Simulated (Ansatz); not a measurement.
Starting cell, PtS2 (CdI2 type):

```xyz
6
Lattice="7.1186 0.0000 0.0000 -1.7797 3.0825 0.0000 0.0000 0.0000 4.3847" Properties=species:S:1:pos:R:3 pbc="T T T"
Pt     0.0000     0.0000     0.0000
Pt     3.5593     0.0000     0.0000
S      1.7797     1.0275     1.1890
S      5.3390     1.0275     1.1890
S      0.0000     2.0550     3.1957
S      3.5593     2.0550     3.1957
```

In each cell atom 6 (S, nearest neighbour Pt at 2.374 Å; its periodic images, 3.6 Å or more away, move with it) moves by s·(0.577, 0.577, 0.577) (along Cartesian [111]), the rest being held.

Method: PBEsol-D3(BJ) (plane waves to 420 eV, PAW, scalar-relativistic; Ansatz, a first-principles code). k mesh 6×12×9 (Γ-centred), Fermi-Dirac smearing 0.05 eV. The energy includes the smearing's −TS. With partly filled bands, energies and forces of such displacements shift with the k mesh and the smearing. PtS2 is run without spin polarisation. PtS2 was relaxed with its symmetry unable to fall. Spin-orbit coupling is left out, though Pt is heavy. ΔE is measured from the undisplaced structure. The last digit holds for this mesh only.

| s (Å) | ΔE (meV/cell) |
|---|---|
| -0.470 | 714.4 |
| -0.376 | 513.4 |
| -0.282 | 324.8 |
| -0.188 | 160.9 |
| -0.094 | 44.7 |
| 0.000 | 0.0 |
| 0.094 | 55.1 |
| 0.188 | 246.9 |
| 0.282 | 625.4 |
| 0.376 | 1259.2 |
| 0.470 | 2242.9 |

Problem. What force constant k = d²E/ds² at s = 0 does the table give?

Solution. 11 eV/Å². It is the second difference of the nearest points, corrected with the next pair.

Problem. With k = 11.21 eV/Å² from the forces, is the well harmonic out to s = 0.470 Å?

Solution. ½ks² = 1238 meV/cell against the computed 2243 meV/cell, so the well is stiffer than harmonic there.

(A displaced cell: forces are minus the slopes of the energy, force constants its curvatures, and phonons follow from these.)
